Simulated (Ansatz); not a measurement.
Level of theory: Ansatz 0.2.0, DFT PBE, scalar-relativistic, plane waves, PAW. Cutoff 420 eV, Γ-centred meshes of about 0.25 Å⁻¹ or finer for metals and 0.3 Å⁻¹ for insulators (2π included), Gaussian smearing. No spin polarisation.

These are static total energies at zero pressure.

Compare these two cells of HfC4, each relaxed at this level.

1.

```xyz
5
Lattice="-3.1979 3.1979 1.3169 3.1979 -3.1979 1.3169 3.1979 3.1979 -1.3169" Properties=species:S:1:pos:R:3 pbc="T T T"
Hf    0.0000    0.0000    0.0000
C    -1.4222    1.4222    1.3169
C     1.4222    1.4222    1.3169
C     1.4222   -1.4222    1.3169
C     1.7758    1.7758    0.0000
```

2.

```xyz
10
Lattice="4.3169 0.0000 0.0000 0.0000 4.4931 0.0000 0.0000 0.0000 5.0400" Properties=species:S:1:pos:R:3 pbc="T T T"
Hf    2.1584    0.0000    2.5200
Hf    0.0000    0.0000    0.0000
C     0.7180    2.2466    3.7908
C     1.4268    2.2466    2.5200
C     0.7180    2.2466    1.2492
C     1.4344    2.2466    0.0000
C     3.5989    2.2466    1.2492
C     2.8824    2.2466    0.0000
C     3.5989    2.2466    3.7908
C     2.8901    2.2466    2.5200
```

Task: Which is lower in energy, and by how much?

Result: Cell 2 is lower, by 175 meV/atom. Cell 1 has space group I4/mmm (No. 139), 10.8 Å³/atom and no gap on its mesh; cell 2 has space group Pmmm (No. 47), 9.8 Å³/atom and no gap. Counting C atoms around Hf (those within 1.25 times the shortest such distance or 1.15 times the sum of covalent radii; a slash parts the counts of unlike sites), cell 1 has Hf 12 and cell 2 has Hf 4/12. Cell 1 holds C–C chains (shortest 1.41 Å); cell 2 holds C–C nets (shortest 1.44 Å). The denser one is the lower, and pressure would at first widen the difference. Even the lower one lies +0.31 eV/atom against the reference forms of the elements (uncorrected), so neither is stable at this level. In cell 1, around Hf lie 12 C at 2.40–2.51 Å and 2 Hf at 2.63 Å; C is surrounded by 2 C at 1.41 Å and 3 Hf at 2.40–2.51 Å. In cell 2, Hf on its first site is surrounded by 4 C at 2.36 Å; Hf on its second site is surrounded by 12 C at 2.67 Å; C on a site of symmetry m has 3 C at 1.44–1.46 Å, 6 C at 2.49–2.54 Å and 2 Hf at 2.67 Å; 2 more sites not described. Both come from trial cells of a structure search, whose lowest cell (P2_1/m, 9.1 Å³/atom) lies 128 meV/atom below the lower of the two.

These runs have no spin–orbit coupling, which can matter for Hf. With atoms moved at random, cell 2 (by 128 meV/atom) fell into a lower structure. Cell 1 had no clear such test and can be a saddle point. Some candidate types were left out of the draw beforehand, so a known form may be missing.
